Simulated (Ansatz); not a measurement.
# Equation of state of BaLi$_{2}$Mg$_{2}$Si$_{2}$

A database entry relaxed whole under r2SCAN (R-3m):

```
Ba Li Mg Si
1.0
     2.28323    1.31823    8.73467
    -2.28323    1.31823    8.73467
     0.00000   -2.63645    8.73467
Ba Li Mg Si
1 2 2 2
Direct
  0.00000 0.00000 0.00000
  0.43010 0.43010 0.43010
  0.56990 0.56990 0.56990
  0.86419 0.86419 0.86419
  0.13581 0.13581 0.13581
  0.75872 0.75872 0.75872
  0.24128 0.24128 0.24128
```

The cell was scaled uniformly, its shape held, and the atoms relaxed at each volume with plane-wave PAW DFT (Ansatz 0.2.0; r2SCAN, 500 eV, 8×8×8 Γ-centred mesh, fermi-dirac occupations of width 0.100 eV; no spin, no spin-orbit coupling). One row is withheld.

```tsv
volume (Å³/atom)	energy over the lowest (meV/atom)	pressure (GPa)
21.182	11.8	2.93
21.633	?	?
22.083	1.2	0.88
22.534	0.0	0.00
22.985	1.1	-0.79
23.435	4.4	-1.51
23.886	9.5	-2.16
```

Question: Fit the pressures of the other rows to the third-order Birch-Murnaghan form.

Answer: With f = [(V₀/V)^(2/3) − 1]/2 and P = 3B₀f(1 + 2f)^(5/2)[1 + 3(B₀′ − 4)f/2], least squares gives V₀ = 22.53 Å³ an atom, B₀ = 41.7 GPa and B₀′ = 4.1; the rows miss the fit by less than 0.01 GPa. The slope of the energies differs from these pressures by less than 0.05 GPa.

Question: What does the withheld row hold?

Answer: The fit gives 1.85 GPa at 21.633 Å³; the run gave 1.85 GPa and 5.1 meV an atom.

Caveats: the shape of the cell was held, so B₀ is an upper bound where the axes differ in stiffness; 0 K, fixed nuclei; the symmetry was kept, and this need not be the phase that is stable at 0 K; one mesh for all volumes; pressure is positive in compression.
